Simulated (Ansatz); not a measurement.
BiBN2 in space group P3m1 (No. 156; Bi on 1b, N on 1b, B on 1c, N on 1c), DFT-r²SCAN in the program Ansatz with PAW potentials, all energies at zero smearing, with the estimated change up to a 700 eV cutoff added, with one set of potentials and settings (totals compare only within such a set). Cell of 4 atoms (1 Bi, 2 N, 1 B): -13336.884 eV.

| element | reference phase | E (eV/atom) |
|---|---|---|
| Bi | R-3m, 2 atoms in the cell | -12413.3336 |
| N | Pa-3, 8 atoms in the cell | -384.8341 |
| B | R-3m, 12 atoms in the cell | -156.5545 |

Formation energy per atom, worked out: (-13336.884 − 1×(-12413.3336) − 2×(-384.8341) − 1×(-156.5545))/4 = 0.668 eV/atom (64 kJ per mol of atoms), at 0 K, without zero-point energy or fitted corrections.

The start of the workflow was typed in or built on a structure type; neither database checked (COD, Materials Project) lists it. Its standing as an ambient phase is unchecked. The cell was relaxed with r²SCAN under the symmetry of its start; whether a distortion lowers the energy is not shown. The volume moved by 16 % from the start of the relaxation. Its formation energy is positive at this level, so the cell may be metastable or incomplete. The references are the lowest solids computed at this level, not always the standard phases (solids in place of the gases). Spin–orbit coupling is left out wherever it is not named.

Potentials: the earlier of the program's two PAW sets.
